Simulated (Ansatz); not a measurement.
Sr (diamond, Fd-3m) under volume change, the program Ansatz at the PBE level (PAW), scaled uniformly.

```
V (Å³/atom)  E − E(relaxed) (meV/atom)  P (GPa)
-----------  -------------------------  -------
102.216                            8.4     0.28
105.586                            3.6     0.18
108.956                            0.9     0.08
112.325                            0.0     0.00
115.695                              …        …
119.065                            3.1    -0.14
122.435                              …        …
```

Question: Complete the blanks.

Answer: 
- 115.695, E − E(relaxed) (meV/atom): 0.8
- 115.695, P (GPa): -0.08
- 122.435, E − E(relaxed) (meV/atom): 6.8
- 122.435, P (GPa): -0.20

Question: What does a third-order Birch–Murnaghan fit give for V₀, B₀ and B′?

Answer: V₀ = 112.33 Å³/atom, B₀ = 2.6 GPa, B′ = 2.5.

The start of the workflow was typed in or built on a structure type; neither database checked (COD, Materials Project) lists it. It is not the phase usual at ambient conditions (space group No. 225). The cell was relaxed with PBE under the symmetry of its start; whether a distortion lowers the energy is not shown. The volume moved by 26 % from the start of the relaxation.

Potentials: the later of the program's two PAW sets.
